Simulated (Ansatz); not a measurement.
Consider the following.

Cs:
```xyz
2
Lattice="-2.4191 2.4191 8.7456 2.4191 -2.4191 8.7456 2.4191 2.4191 -8.7456" Properties=species:S:1:pos:R:3 pbc="T T T"
Cs     2.4191     0.0000     4.3728
Cs     0.0000     0.0000     8.7456
```

This is the LDA-relaxed structure.

### Question
All from LDA (plane waves, PAW; program Ansatz), unless another level is named. Estimate the bulk modulus (Birch–Murnaghan fit).

### Answer
2.2 GPa.

### Question
What about the highest zone-centre frequency?

### Answer
40 cm^-1.

Space group I4_1/amd. The first step of the workflow began from a Materials Project structure, measured or hypothetical; the Crystallography Open Database copy checked does not list it. It is not the phase usual at ambient conditions (space group No. 229). The LDA relaxation kept the symmetry of its start; of distortions, only those at the zone centre were tested. As this level gives no gap, phonon frequencies hold no LO–TO term and depend on the k-mesh and smearing (Fermi–Dirac, 0.1 eV here). Scalar-relativistic: spin–orbit coupling is off unless named, which matters more the heavier the elements.

Potentials: the later of the program's two PAW sets.
